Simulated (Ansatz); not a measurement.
TiS$_{2}$ (CdI2 type)

```cif
data_S2Ti
_chemical_formula_sum 'Ti1 S2'
_space_group_name_H-M_alt 'P 1'
_space_group_IT_number 1
_cell_length_a 3.29803
_cell_length_b 3.29803
_cell_length_c 5.34064
_cell_angle_alpha 90.000
_cell_angle_beta 90.000
_cell_angle_gamma 120.000
loop_
_space_group_symop_operation_xyz
  'x, y, z'
loop_
_atom_site_label
_atom_site_type_symbol
_atom_site_fract_x
_atom_site_fract_y
_atom_site_fract_z
_atom_site_occupancy
Ti1 Ti 0.00000 0.00000 0.00000 1
S1 S 0.33333 0.66667 0.26873 1
S2 S 0.66667 0.33333 0.73127 1
```

Equation-of-state scan: isotropic scaling of the cell above, V₀ being its volume. The atoms relax within the cell's symmetry.

Level of theory: PBEsol-D3(BJ) (plane waves to 420 eV, PAW, scalar-relativistic; Ansatz, a quantum-chemistry and plane-wave program). k mesh 17×17×9 (Γ-centred), Fermi-Dirac smearing 0.05 eV. The energy includes the smearing's −TS. With the shape held, the modulus is that of even scaling; a crystal free to change shape is softer. TiS2 is run without spin polarisation. TiS2 was relaxed with its symmetry unable to fall. The zero of ΔE is the relaxed starting cell. The last digit holds for this mesh only.

```json
[
 {"V (Å³/atom)": "15.092", "ΔE (meV/atom)": "38.8"},
 {"V (Å³/atom)": "15.372", "ΔE (meV/atom)": "26.0"},
 {"V (Å³/atom)": "15.651", "ΔE (meV/atom)": "16.1"},
 {"V (Å³/atom)": "15.931", "ΔE (meV/atom)": "8.7"},
 {"V (Å³/atom)": "16.210", "ΔE (meV/atom)": "3.7"},
 {"V (Å³/atom)": "16.490", "ΔE (meV/atom)": "0.9"},
 {"V (Å³/atom)": "16.769", "ΔE (meV/atom)": "0.0"},
 {"V (Å³/atom)": "17.049", "ΔE (meV/atom)": "0.9"},
 {"V (Å³/atom)": "17.328", "ΔE (meV/atom)": "3.3"},
 {"V (Å³/atom)": "17.608", "ΔE (meV/atom)": "7.2"},
 {"V (Å³/atom)": "17.887", "ΔE (meV/atom)": "12.4"},
 {"V (Å³/atom)": "18.167", "ΔE (meV/atom)": "18.8"},
 {"V (Å³/atom)": "18.446", "ΔE (meV/atom)": "26.3"}
]
```

Task: What bulk modulus at fixed cell shape B₀ follows from a third-order Birch-Murnaghan fit?

Result: 60.5 GPa.

Task: What is the fitted pressure derivative B₀′?

Result: 4.9.

(Under strain, the slope of the energy per volume gives the stress and its curvature an elastic modulus.)
